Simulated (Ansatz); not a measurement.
LiZn: stiffness from a series of strains

```xyz
4
Lattice="0.0000 3.1110 3.1110 3.1110 0.0000 3.1110 3.1110 3.1110 0.0000" Properties=species:S:1:pos:R:3 pbc="T T T"
Li    3.1110    3.1110    3.1110
Li    4.6665    4.6665    4.6665
Zn    0.0000    0.0000    0.0000
Zn    1.5555    1.5555    1.5555
```

Atom numbers follow the list: Li1, Li2, Zn3, Zn4.

The cell comes from COD entry 1539532, which wasn't checked; take it as a given geometry. It is an old determination, and later ones may differ.

These are results of DFT, LDA, all-electron LAPW, scalar-relativistic (Ansatz 0.2.0), not measurements.

Sampling and basis: a Γ-centred 9×9×9 k mesh, Fermi–Dirac smearing of 0.08 eV, basis error target 0.5 meV/atom, no spin polarisation.

The strain is applied along the Cartesian axes of the cell as listed (γ is the engineering shear, twice εxy = εyz = εzx). Fractional coordinates are held (clamped ions).

σ is the change of stress from the unstrained cell, which is at -5.67 GPa; tension is positive, so slopes are stress–strain coefficients at that pressure. In a metal the k mesh adds noise.

Only quantities that a quadratic follows smoothly over the whole series are listed; rougher ones are left out.

| γ | σxy (GPa) |
| --- | --- |
| -0.0200 | -0.90 |
| -0.0100 | -0.43 |
| 0.0000 | 0.00 |
| 0.0200 | 0.79 |

Q: Fit the series and read off the stiffness at zero strain.

A: Least-squares fits y = p0 + p1 x + p2 x² to the rows give σxy (GPa): p1 = 42.2, p2 = -140. So C44 (clamped ions) = 42 GPa.

Q: One run, at γ = 0.0100, is withheld. Predict its row.

A: The fits give 0.41; the run gave 0.40.
